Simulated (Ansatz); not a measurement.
Mo:
```
CELL_PARAMETERS angstrom
     -1.56473     1.56473     1.56473
      1.56473    -1.56473     1.56473
      1.56473     1.56473    -1.56473
ATOMIC_POSITIONS crystal
  Mo 0.00000 0.00000 0.00000
```

Relaxed with PBEsol. Special points in fractions of this cell's reciprocal vectors: Γ (0.000, 0.000, 0.000); H (0.500, -0.500, 0.500); N (0.000, 0.000, 0.500); P (0.250, 0.250, 0.250).

Question: List the band energies nearest the Fermi level at these points for the program Ansatz at the PBEsol level (PAW).

Answer: In eV from the Fermi level; about four levels below and three above (degenerate sets whole), none deeper than 8.9 eV; … stands for higher levels left out; points with the same levels are listed once.

```csv
k,below,above
Γ,-7.36 -1.43 -1.43 -1.43,…
H,-5.64 -5.64,…
N,-5.49 -3.53,1.66 1.71 …
P,-2.70 -2.70 -2.70,…
```

Space group Im-3m (bcc (W type)). Symmetry was held in the PBEsol relaxation. No spin polarisation was allowed. Scalar-relativistic: spin–orbit coupling is off unless named, which matters more the heavier the elements.

Potentials: the earlier of the program's two PAW sets.
